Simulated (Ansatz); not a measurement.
A generated cell, not matched to a known phase here, of Y2Ge: P4/nmm, origin choice 1 (No. 129), tP6; a = 4.373 Å, b = 4.373 Å, c = 8.083 Å, α = 90.00°, β = 90.00°, γ = 90.00°; Y 2a (0.000, 0.000, 0.000); Y 2c (0.500, 0.000, 0.357); Ge 2c (0.000, 0.500, 0.275). Level of theory: r2SCAN (plane waves to 500 eV, PAW, scalar-relativistic; Ansatz, a program for electronic structure). Element references, the lowest calculated here: Ge (Fd-3m), Y (P6₃/mmc).

Total energies (eV/atom, σ → 0; comparable only within this code, potentials and settings):

```tsv
phase	E (eV/atom)
Y2Ge (P4/nmm)	-4008.193
Ge (Fd-3m)	-4302.906
Y (P6₃/mmc)	-3859.707
```

### Question
What is the formation energy of this P4/nmm form of Y2Ge from the elements?

### Answer
E_f = -4008.193 − [2 × (-3859.707) + 1 × (-4302.906)] / 3 = -0.75 eV/atom (-2.3 eV per formula unit).

A lower structure of this composition may exist.

Static energies, no anion corrections, no zero-point energy. Values are rounded to 0.01 eV/atom. Not shown to be the ambient phase of their composition (a lower form may be missing, and a cell relaxed within its start's symmetry can be a saddle point): Y2Ge (P4/nmm). The compounds carry no spin polarisation.
